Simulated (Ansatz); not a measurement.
Kick test of a cell of LiSi₂N₂

The structure comes from a generated guess, relaxed at this level; another structure or a mixture of phases may lie lower.

These are results of DFT PBE, scalar-relativistic, plane waves, PAW in Ansatz, not measurements. Cutoff 420 eV; k points 12×12×4 on the computed 5-atom cell (Γ-centred); Gaussian smearing, width 0.10 eV; no spin polarisation.

The cell below (5 atoms, space group P-3m1 (No. 164)) is relaxed within its symmetry.

```yaml
crystal:
  lattice:
    - [2.89485, 0.00000, 0.00000]
    - [-1.44742, 2.50701, 0.00000]
    - [0.00000, 0.00000, 9.45939]
  atoms:
    - { symbol: Li, position: [0.00000, 0.00000, 0.00000] }
    - { symbol: Si, position: [0.33333, 0.66667, 0.24519] }
    - { symbol: Si, position: [0.66667, 0.33333, 0.75481] }
    - { symbol: N, position: [0.33333, 0.66667, 0.69040] }
    - { symbol: N, position: [0.66667, 0.33333, 0.30960] }
```

For the test a repeat of it with 10 atoms (edges 2.89, 5.01, 9.46 Å) was strained at random (σ = 1.5 % a component), the atoms were moved at random (σ = 0.15 Å), and all was relaxed again on a coarse 8×4×4 mesh (in the run’s order of axes) with 0.20 eV smearing, with no symmetry imposed.

Weakly bound directions are ill-defined at this level, which has no dispersion term. An odd number of electrons in the primitive cell allows no gap without spin; a larger cell or a magnetic state could open one.

Problem. Does it come back?

Solution. It doesn't return. The energy falls by 240 meV/atom on that mesh, the volume changes by -11.4 %, and the end has space group Pm (No. 6) at a loose tolerance. Relaxed again on an 8×12×4 mesh with 0.01 eV smearing, the new structure lies 241 meV/atom below the first (mesh in the axes of the run's cell; the cell below is made exact in the group named). Space group Pm (No. 6), monoclinic, a = 4.933 Å, b = 2.887 Å, c = 8.536 Å, β = 91.4°. Li on its first site is surrounded by 2 Li at 2.66 Å, 4 Si at 2.67–2.73 Å, 2 Li at 2.89 Å and 2 Li at 3.07 Å; Li on its second site has 2 Li at 2.66 Å, 5 Si at 2.72–2.92 Å, 2 Li at 2.89 Å, 2 Li at 3.07 Å and 5 N at 3.30–3.40 Å; Si on its first site is surrounded by 1 N at 1.77 Å, 2 N at 1.88 Å, 1 Li at 2.73 Å, 6 Si at 2.85–2.89 Å and 2 Li at 2.92 Å; around N on its first site lie 3 Si at 1.73–1.82 Å, 9 N at 2.83–3.04 Å, 1 Si at 3.22 Å, 3 Si at 3.38–3.41 Å and 2 Li at 3.40 Å; 6 more sites not described.

```
Li Si N
1.0
     4.93299    0.00000    0.00000
     0.00000    2.88680    0.00000
    -0.20980    0.00000    8.53387
Li Si N
2 4 4
Direct
  0.46713 0.50000 0.02631
  0.01530 0.00000 0.00520
  0.82060 0.50000 0.27810
  0.32178 0.00000 0.27415
  0.67537 0.00000 0.59949
  0.18235 0.50000 0.74839
  0.84548 0.50000 0.65562
  0.35442 0.00000 0.67652
  0.65932 0.00000 0.38292
  0.15824 0.50000 0.35330
```
